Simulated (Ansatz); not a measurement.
Property card of a AsP sheet

It was reached by relaxing an invented guess, and it needn't be the stable form of this composition.

Computed with DFT PBE, scalar-relativistic, plane waves, PAW (Ansatz 0.2.0). Settings: cutoff 420 eV, Γ-centred mesh 12×24×1 on the computed 2-atom cell, Gaussian smearing of 0.10 eV; no spin polarisation.

The sheet is periodic along a and b; c holds vacuum.

```
CELL_PARAMETERS angstrom
4.82882 0.00000 0.00000
0.00000 2.48288 0.00000
0.00000 0.00000 23.80000
ATOMIC_POSITIONS crystal
P 0.50000 0.00000 0.29412
As 0.00000 0.00000 0.29412
```

Energies over the elements count from the elements' standard structures at the same level, with no fitted energy shifts. The references include black phosphorus.

For AsP, the layer group is pmmm (No. 37), the in-plane cell is a = 4.829 Å, b = 2.483 Å, γ = 90.0° and the area per atom is 5.99 Å². The thickness between the outermost nuclei is 0.00 Å. The formation energy is +0.63 eV/atom. The band gap over mesh and path is none (metal or semimetal). The density of states at the Fermi level is 1.2 states/eV per cell. The löwdin character within 0.5 eV of the Fermi level is P 3p 48 %, As 4p 42 %. The bader charges (e) is P1 -0.11, As2 0.11.

Levels along Γ–X–S–Y–Γ, in eV from the Fermi level, sorted by energy at each point. Points in fractions of the primitive reciprocal vectors: Γ (0.000 0.000 0.000), X (0.000 -0.500 0.000), S (0.500 -0.500 0.000), Y (0.500 0.000 0.000).
```tsv
point	k (1/Å, with 2π)	band 7	band 8	band 9	band 10	band 11	band 12	band 13
Γ	0.000	-9.24	-6.66	-3.97	0.20	3.54	4.82	5.15
-	0.181	-9.13	-6.55	-3.86	0.30	3.66	4.94	5.21
-	0.361	-8.78	-6.25	-3.52	0.62	2.76	4.04	5.31
-	0.542	-8.21	-5.75	-2.98	0.32	1.13	4.51	4.67
-	0.723	-7.40	-5.10	-2.26	-1.99	1.81	2.27	5.50
-	0.904	-6.38	-4.38	-4.07	-1.41	0.17	2.60	5.42
-	1.085	-5.79	-5.16	-3.74	-1.71	-0.60	3.31	4.11
X	1.265	-6.61	-4.16	-3.46	-2.92	-0.23	3.62	3.63
-	1.358	-6.58	-4.71	-3.02	-2.86	-0.20	3.53	3.77
-	1.451	-6.49	-5.44	-3.26	-1.96	-0.11	3.25	4.19
-	1.544	-6.35	-6.13	-3.62	-0.97	0.03	2.87	4.84
-	1.637	-6.77	-6.16	-4.02	0.06	0.23	2.43	5.47
-	1.730	-7.35	-5.91	-4.44	0.48	1.15	1.99	5.72
-	1.823	-7.84	-5.62	-4.84	0.77	1.58	2.27	4.71
S	1.916	-8.13	-5.39	-5.11	1.01	1.30	3.21	3.74
-	2.097	-8.69	-4.53	-4.35	0.66	0.91	2.90	3.42
-	2.277	-9.68	-2.81	-2.77	-0.09	0.08	2.26	2.73
-	2.458	-10.61	-1.06	-0.87	-0.81	-0.80	1.77	2.10
-	2.639	-11.37	-1.56	-1.55	0.12	0.16	2.34	2.62
-	2.820	-11.93	-2.13	-2.06	-0.03	0.09	4.08	4.93
-	3.000	-12.27	-2.48	-2.37	-0.26	-0.14	5.21	5.27
Y	3.181	-12.38	-2.60	-2.47	-0.34	-0.23	5.13	5.15
-	3.274	-12.16	-2.91	-2.11	-1.50	0.97	4.72	5.62
-	3.367	-11.72	-3.23	-2.65	-1.66	2.26	4.37	5.63
-	3.460	-11.19	-3.74	-3.49	-1.18	3.54	4.13	5.34
-	3.553	-10.60	-4.75	-3.70	-0.69	3.81	4.96	5.11
-	3.646	-10.01	-5.65	-3.85	-0.26	3.67	4.95	5.64
-	3.739	-9.48	-6.36	-3.94	0.07	3.57	4.85	5.33
Γ	3.832	-9.24	-6.66	-3.97	0.20	3.54	4.82	5.15
```

The last run used a 12×24×1 mesh for its 2-atom cell and Gaussian smearing of 0.10 eV. The reference forms of As and P are held partly by dispersion forces, which this level lacks.
